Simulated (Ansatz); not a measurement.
Sn$_{4}$Ir:
```
Sn4Ir
1.0
    3.17183    -5.78243     0.00000
    3.17183     5.78243     0.00000
    0.00000     0.00000     6.32475
Sn Ir
8 2
Cartesian
  1.11990   1.46960   4.26951
  5.22375  -1.46960   4.26951
  1.11990  -1.46960   2.05524
  5.22375   1.46960   2.05524
  2.05193  -1.46960   5.21762
  4.29173   1.46960   5.21762
  2.05193   1.46960   1.10713
  4.29173  -1.46960   1.10713
  3.17183   0.00000   3.16238
  0.00000   0.00000   0.00000
```

Relaxed with r²SCAN. Special points in fractions of this cell's reciprocal vectors: Γ (0.000, 0.000, 0.000); Y (-0.500, 0.500, 0.000); C0 (-0.325, 0.675, 0.000); Σ0 (0.325, 0.325, 0.000); Z (0.000, 0.000, 0.500); A0 (0.325, 0.325, 0.500); E0 (-0.325, 0.675, 0.500); T (-0.500, 0.500, 0.500); S (0.000, 0.500, 0.000); R (0.000, 0.500, 0.500).

Q: List the band energies nearest the Fermi level at these points for r²SCAN (plane waves, PAW; program Ansatz).

A: In eV from the Fermi level; about four levels below and three above (degenerate sets whole), none deeper than 8.9 eV; points with the same levels are listed once.

```
k                     below                above
--  -----------------------  -------------------
Γ   -1.91 -1.84 -1.84 -1.64       0.35 0.49 0.59
Y   -1.78 -1.37 -1.34 -0.07       0.02 0.53 2.01
C0  -1.45 -1.42 -0.40 -0.35       0.31 0.45 0.63
Z   -1.39 -1.39 -0.42 -0.42  3.39 3.39 3.39 3.39
A0  -1.31 -1.31 -0.42 -0.42  0.36 0.36 1.19 1.19
T   -0.54 -0.54 -0.10 -0.10  0.46 0.46 0.51 0.51
S   -0.99 -0.99 -0.32 -0.32  1.90 1.90 2.29 2.29
R   -0.75 -0.75 -0.21 -0.21  1.41 1.41 1.86 1.86
```

Space group Ccce. The first step of the workflow began from a Materials Project structure, measured or hypothetical; the Crystallography Open Database copy checked does not list it. COD files the formula under space group No. 142. Whether it is the stable phase at ambient conditions was not checked. The cell was relaxed with r²SCAN under the symmetry of its start; its stability against distortions is not shown here. The run is not spin-polarised. Scalar-relativistic: spin–orbit coupling is off unless named, which matters more the heavier the elements.

Potentials: the later of the program's two PAW sets.
